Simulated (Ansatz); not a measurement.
Data sheet: BN (DFT)

BN:
```xyz
6
Lattice="2.5784 0.0000 0.0000 -1.2892 2.2329 0.0000 0.0000 0.0000 5.7557" Properties=species:S:1:pos:R:3 pbc="T T T"
B      1.2892     0.0000     2.8779
B     -0.6446     1.1165     0.9593
B      0.6446     1.1165     4.7964
N      1.2892     0.0000     0.0000
N     -0.6446     1.1165     3.8371
N      0.6446     1.1165     1.9186
```

Space group P6_222 (No. 180); conventional cell a = b = 2.5784 Å, c = 5.7557 Å, α = β = 90.00°, γ = 120.00°.

Method: DFT-LDA in the program Ansatz with PAW potentials. Structure relaxed to zero pressure with the same functional. Other levels are named where they apply.

### Cell and energy

| Item | Result |
|---|---|
| Volume per atom | 5.52 Å³ |
| Density | 3.73 g/cm³ |
| Formation energy from the elements (no fitted shifts) | -58 kJ/mol of atoms |

### Electronic structure

| Quantity | Value |
|---|---|
| Band gap | 3.65 eV (indirect) |
| Valence-band maximum | at Γ |
| Conduction-band minimum | on the M–K line, 9 % of the way from M (6 equivalent valleys) |
| Smallest direct gap on the standard path | 6.24 eV |
| Electron effective mass | 0.34, 0.38, 0.70 mₑ (principal values) |
| Hole effective mass | 0.43, 2.2, 2.2 mₑ (principal values) |

### Mechanics

| Quantity | Value |
|---|---|
| Bulk modulus (Birch–Murnaghan fit) | 407 GPa |
| Pressure derivative B′ | 3.7 |
| Elastic constants (relaxed ions, GPa) | C11 = 920, C12 = 166, C13 = 114, C33 = 1040, C44 = 360 |
| Mechanical stability | stable (all eigenvalues of C positive) |
| Hill bulk and shear moduli | 407 and 383 GPa |
| Young's modulus | 875 GPa |
| Poisson's ratio | 0.14 |
| Debye temperature from the elastic constants | 1870 K |
| Piezoelectric stress constants (proper, relaxed ions, C/m²) | e14 = 0.11, e25 = -0.11 |

### Dielectric response

| Quantity | Result |
|---|---|
| Electronic dielectric constant ε∞ (DFPT) | 6.12 (xx = yy), 6.25 (zz) |
| Static dielectric constant ε0 (ions relaxed, cell fixed) | 10.4 (xx = yy), 10.4 (zz) |
| Born charges (a third of the trace) | B +2.09, N -2.09 e |

### Phonons

| Property | Value |
|---|---|
| Highest zone-centre frequency (without LO–TO term) | 1143 cm⁻¹ |
| Zone-centre stability | no imaginary mode at Γ |
| Dynamical stability on the path | stable (no imaginary branch) |
| Zero-point energy | 143.3 meV/atom |
| Vibrational entropy at 300 K | 4.0 J/(K·mol of atoms) |

The start of the workflow was typed in or built on a structure type; neither database checked (COD, Materials Project) lists it. It is not the phase usual at ambient conditions (space group No. 186, 194, 216). The cell was relaxed with LDA under the symmetry of its start. Signs of piezoelectric constants follow the polarity of the cell as given. The references are the lowest solids computed at this level, not always the standard phases (solids in place of the gases).

Potentials: the later of the program's two PAW sets.
